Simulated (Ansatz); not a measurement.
A relaxed cell of Ni (Fm-3m (No. 225)), relaxed on a k-mesh at least as fine as the one used below. The numbers are results of PBE (plane waves to 420 eV, PAW, scalar-relativistic; Ansatz, a quantum-chemistry and plane-wave program), not measurements. Γ-centred k-mesh 8×16×16 on the run's cell (coarser than for final values), Fermi–Dirac smearing 0.05 eV.

```yaml
crystal:
  lattice:
    - [0.00000, 3.51875, 3.51875]
    - [1.75937, 0.00000, 1.75937]
    - [1.75937, 1.75937, 0.00000]
  atoms:
    - { symbol: Ni, position: [0.25000, 0.50000, 0.50000] }
    - { symbol: Ni, position: [0.75000, 0.50000, 0.50000] }
```
Spin-polarised start, with parallel moments on Ni.

The atoms are displaced by (Å):

```csv
atom,ux,uy,uz
Ni1,0.002,0.077,-0.070
Ni2,-0.080,-0.059,0.095
```

Problem. What forces (eV/Å) and pressure result?

Solution. 
| atom | Fx | Fy | Fz |
|---|---|---|---|
| Ni1 | -0.51 | -0.03 | 0.67 |
| Ni2 | 0.51 | 0.03 | -0.67 |

Pressure +1.5 GPa.

Problem. Estimate the energy cost of the displacement in the harmonic approximation and compare with the calculation.

Solution. For a harmonic well ΔE = −½ Σ F·u = 0.078 eV a cell, or 39 meV/atom. The calculated energy relative to the undisplaced cell is +0.04 eV/atom, so the harmonic estimate holds well.

Spin state reached: ferromagnetic (net 0.63 μB/atom), from parallel starting moments; other spin orders were not run from this start.

The run that gave the undisplaced cell could not lose the symmetry of its start; a randomly shaken copy of 2 atoms returns to this structure.
